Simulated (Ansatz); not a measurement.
Suppose Li5Ga takes space group I4/mmm (No. 139), with Li on 2b and 8i; Ga on 2a.

These are results of DFT PBE, scalar-relativistic, plane waves, PAW (Ansatz), not measurements. Cutoff 420 eV, Γ-centred mesh, Gaussian smearing, no spin polarisation.

Formation energies are uncorrected and refer to the elements' standard structures at the same level.

Question: Predict the relaxed structure.

Answer:

Space group I4/mmm (No. 139). a = 7.796 Å, b = 7.796 Å, c = 5.119 Å, α = 90.00°, β = 90.00°, γ = 90.00°
```csv
atom,site,symmetry,x,y,z
Li,2b,4/mmm,0.0000,0.0000,0.5000
Li,8i,m2m.,0.8197,0.5000,0.5000
Ga,2a,4/mmm,0.0000,0.0000,0.0000
```

Li on a site of symmetry 4/mmm has 2 Ga at 2.56 Å; around Li on a site of symmetry m2m lie 1 Ga at 2.49 Å and 1 Li at 2.81 Å; Ga is surrounded by 6 Li at 2.49–2.56 Å. Another local minimum with the same sites may exist.

Question: Where does its energy lie, and is it a metal?

Answer: The formation energy is +0.21 eV/atom and the gap on the 10×10×10 mesh of the 6-atom cell is 0 eV (a metal). A positive value: parting into the elements would lower its energy.

The last run used Gaussian smearing of 0.10 eV. Symmetry constrained the relaxation, so the result can be a saddle point.
